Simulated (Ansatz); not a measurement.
The elements of this relaxed trial crystal are hidden behind letters.

```
lattice vectors (Å)
   3.5157    0.0000    0.0000
  -1.7578    3.0447    0.0000
   0.0000    0.0000    7.4220
fractional positions
X 0.3333 0.6667 0.8328
X 0.6667 0.3333 0.1672
Z 0.3333 0.6667 0.4247
Z 0.6667 0.3333 0.5753
Q 0.0000 0.0000 0.0000
```

Level of theory: Ansatz, DFT PBE, scalar-relativistic, plane waves, PAW. The final run on the 5-atom cell used 420 eV, a Γ-centred 12×12×6 mesh, 0.10 eV smearing and no spin polarisation.

* Space group: P-3m1 (No. 164)
* Conventional cell: a = 3.516 Å, c = 7.422 Å
* Volume per atom: 15.89 Å³
* Density: 5.24 g/cm³
* Formation energy: −0.68 eV/atom
* Gap on the 12×12×6 mesh of the 5-atom cell: 0 eV (a metal)

Energies are uncorrected and count from the elements' standard states at the same level.

Question: X is a d-block element of period 5, Z is a p-block element of period 3 and Q is a p-block element of period 2. Which elements are they?

Answer: X = Zr, Z = Si, Q = C, so the formula is Zr2Si2C. Density times volume gives a mean mass of 5.24 × 15.89/1.6605 = 50.1 u per atom, and this set has 50.1 u. Around Zr lie 3 C at 2.38 Å, 3 Si at 2.79 Å, 1 Si at 3.03 Å and 3 Zr at 3.21 Å; around Si lie 3 Si at 2.32 Å, 3 Zr at 2.79 Å and 1 Zr at 3.03 Å; around C lie 6 Zr at 2.38 Å. Other sets within the hints have nearly the same mass, so mass alone doesn't settle it; this one was computed.

A later test with randomly moved atoms came back to the same energy, though modes that don't fit the test's cell weren't probed.
